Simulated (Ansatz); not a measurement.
A relaxation computed with Ansatz, from input to last step.

```yaml
crystal:
  lattice:
    - [5.1106927614, -2.9480036189, 0.0]
    - [5.0481462946, 2.8395723493, 0.0]
    - [0.0, 0.0, 5.3710697047]
  atoms:
    - { symbol: In, position: [0.3253743403, 0.6746256597, 0.9897954407] }
    - { symbol: In, position: [0.6746256597, 0.3253743403, 0.4897954407] }
    - { symbol: Ga, position: [0.0070223915, 0.3338071181, 0.9925887727] }
    - { symbol: Ga, position: [0.6661928819, 0.9929776085, 0.9925887727] }
    - { symbol: Ga, position: [0.9929776085, 0.6661928819, 0.4925887727] }
    - { symbol: Ga, position: [0.3338071181, 0.0070223915, 0.4925887727] }
    - { symbol: "N", position: [0.0264035199, 0.3337100347, 0.359024157] }
    - { symbol: "N", position: [0.6662899653, 0.9735964801, 0.359024157] }
    - { symbol: "N", position: [0.9735964801, 0.6662899653, 0.859024157] }
    - { symbol: "N", position: [0.3337100347, 0.0264035199, 0.859024157] }
    - { symbol: "N", position: [0.307770504, 0.692229496, 0.3949797] }
    - { symbol: "N", position: [0.692229496, 0.307770504, 0.8949797] }
basis:
  ecutwfc: 420
kpoints:
  mp_grid: { grid: [6, 6, 6] }
hamiltonian:
  xc: pbe
scf:
  occupations: { method: gaussian, width: 0.02 }
output:
  forces: true
  stress: true
  eigenvalues: true
  write_density: true
  write_potential: true
  elf: true
  volumetric_format: npy
relax:
  adjacent_minimum: "off"
  f_tol: 0.008
  max_steps: 40
  cell: { stress_tol: 0.015, fix: [a, angles] }
```

```bash
ansatz run input.yaml --threads 2 --pin off --max-ram 5120MiB --backend cpu --events-out ev --progress --plain --runs-dir out
```

Theory: DFT PBE, scalar-relativistic, plane waves, PAW (Ansatz 0.2.0).

Of 6 frames 5 are shown, positions in Å and forces in eV/Å; the SCF threshold varies from step to step. Steps run on the plane waves of an earlier cell, with a Pulay correction in the pressure. The basis is chosen afresh for the last frame, the zero of the energies, and at times for earlier ones too; energy and pressure can step there, also at an unchanged geometry. Where two frames share a geometry here, they differ by under 2 meV/atom and 0.3 GPa.

```xyz
12
Lattice="5.1107 -2.9480 0.0000 5.0481 2.8396 0.0000 0.0000 0.0000 5.3711" Properties=species:S:1:pos:R:3:forces:R:3 pbc="T T T" step=1 free_energy_over_end_meV_per_atom=1.15 pressure_GPa=-1.40
In    5.0685    0.9564    5.3163   -0.1621    0.0991   -0.1267
In    5.0903   -1.0649    2.6307    0.1621   -0.0991   -0.1267
Ga    1.7210    0.9272    5.3313   -0.1140    0.0590   -0.0811
Ga    8.4174    0.8557    5.3313   -0.1143    0.0686   -0.1010
Ga    8.4378   -1.0356    2.6457    0.1140   -0.0590   -0.0811
Ga    1.7414   -0.9641    2.6457    0.1143   -0.0686   -0.1010
N     1.8196    0.8698    1.9283   -0.1657    0.0727    0.0895
N     8.3201    0.8004    1.9283   -0.1420    0.1074    0.1156
N     8.3393   -0.9782    4.6139    0.1657   -0.0727    0.0895
N     1.8388   -0.9088    4.6139    0.1420   -0.1074    0.1156
N     5.0674    1.0583    2.1215   -0.1617    0.0900    0.1037
N     5.0914   -1.1668    4.8070    0.1617   -0.0900    0.1037
12
Lattice="5.1094 -2.9502 0.0000 5.0421 2.8334 0.0000 0.0000 0.0000 5.3782" Properties=species:S:1:pos:R:3:forces:R:3 pbc="T T T" step=2 free_energy_over_end_meV_per_atom=0.37 pressure_GPa=-1.45
In    5.0566    0.9546    5.3182   -0.0372    0.0179   -0.0421
In    5.0950   -1.0714    2.6291    0.0372   -0.0179   -0.0421
Ga    1.7224    0.9222    5.3383   -0.1145    0.0568   -0.0695
Ga    8.4132    0.8481    5.3394   -0.0937    0.0613   -0.0829
Ga    8.4292   -1.0390    2.6492    0.1145   -0.0568   -0.0695
Ga    1.7384   -0.9648    2.6503    0.0937   -0.0613   -0.0829
N     1.8099    0.8697    1.9318   -0.0638    0.0402    0.0620
N     8.3075    0.7987    1.9330   -0.0910    0.0571    0.0795
N     8.3416   -0.9865    4.6209    0.0638   -0.0402    0.0620
N     1.8441   -0.9155    4.6221    0.0910   -0.0571    0.0795
N     5.0537    1.0575    2.1254   -0.0949    0.0453    0.0530
N     5.0979   -1.1743    4.8145    0.0949   -0.0453    0.0530
12
Lattice="5.1098 -2.9496 0.0000 5.0436 2.8349 0.0000 0.0000 0.0000 5.3771" Properties=species:S:1:pos:R:3:forces:R:3 pbc="T T T" step=3 free_energy_over_end_meV_per_atom=0.01 pressure_GPa=-1.52
In    5.0576    0.9554    5.3138    0.0073    0.0034   -0.0022
In    5.0958   -1.0701    2.6252   -0.0073   -0.0034   -0.0022
Ga    1.7172    0.9248    5.3342    0.0062    0.0093   -0.0105
Ga    8.4116    0.8522    5.3352   -0.0118   -0.0125   -0.0196
Ga    8.4362   -1.0396    2.6457   -0.0062   -0.0093   -0.0105
Ga    1.7418   -0.9670    2.6467    0.0118    0.0125   -0.0196
N     1.8042    0.8747    1.9352    0.0142   -0.0108    0.0118
N     8.3027    0.8038    1.9356    0.0093   -0.0016    0.0150
N     8.3492   -0.9894    4.6238   -0.0142    0.0108    0.0118
N     1.8507   -0.9185    4.6242   -0.0093    0.0016    0.0150
N     5.0503    1.0623    2.1275   -0.0004   -0.0016    0.0059
N     5.1031   -1.1770    4.8160    0.0004    0.0016    0.0059
12
Lattice="5.1094 -2.9502 0.0000 5.0420 2.8332 0.0000 0.0000 0.0000 5.3779" Properties=species:S:1:pos:R:3:forces:R:3 pbc="T T T" step=4 free_energy_over_end_meV_per_atom=-0.01 pressure_GPa=-1.48
In    5.0556    0.9551    5.3149   -0.0002   -0.0026   -0.0011
In    5.0958   -1.0722    2.6260    0.0002    0.0026   -0.0011
Ga    1.7160    0.9255    5.3347   -0.0012   -0.0018   -0.0008
Ga    8.4076    0.8499    5.3349    0.0030    0.0035    0.0009
Ga    8.4353   -1.0426    2.6458    0.0012    0.0018   -0.0008
Ga    1.7437   -0.9669    2.6460   -0.0030   -0.0035    0.0009
N     1.8051    0.8732    1.9357   -0.0015   -0.0008   -0.0016
N     8.3019    0.8008    1.9362    0.0017   -0.0005    0.0013
N     8.3462   -0.9902    4.6246    0.0015    0.0008   -0.0016
N     1.8494   -0.9178    4.6252   -0.0017    0.0005    0.0013
N     5.0498    1.0603    2.1284    0.0010   -0.0015    0.0013
N     5.1016   -1.1774    4.8173   -0.0010    0.0015    0.0013
12
Lattice="5.1096 -2.9498 0.0000 5.0430 2.8343 0.0000 0.0000 0.0000 5.3769" Properties=species:S:1:pos:R:3:forces:R:3 pbc="T T T" step=6 free_energy_over_end_meV_per_atom=0.00 pressure_GPa=-1.50
In    5.0563    0.9559    5.3136   -0.0001    0.0001    0.0004
In    5.0963   -1.0714    2.6251    0.0001   -0.0001    0.0004
Ga    1.7164    0.9259    5.3335    0.0000   -0.0001    0.0002
Ga    8.4091    0.8516    5.3340    0.0002    0.0000    0.0001
Ga    8.4363   -1.0414    2.6450    0.0000    0.0001    0.0002
Ga    1.7436   -0.9671    2.6455   -0.0002    0.0000    0.0001
N     1.8056    0.8734    1.9354    0.0004   -0.0001    0.0001
N     8.3035    0.8021    1.9362   -0.0002   -0.0001   -0.0008
N     8.3471   -0.9889    4.6238   -0.0004    0.0001    0.0001
N     1.8492   -0.9176    4.6247    0.0002    0.0001   -0.0008
N     5.0508    1.0610    2.1281    0.0001    0.0000    0.0000
N     5.1019   -1.1766    4.8166   -0.0001    0.0000    0.0000
```

The run took 4.4 min on 2 threads of Arm Neoverse V2 (shared host), peak memory 0.89 GiB.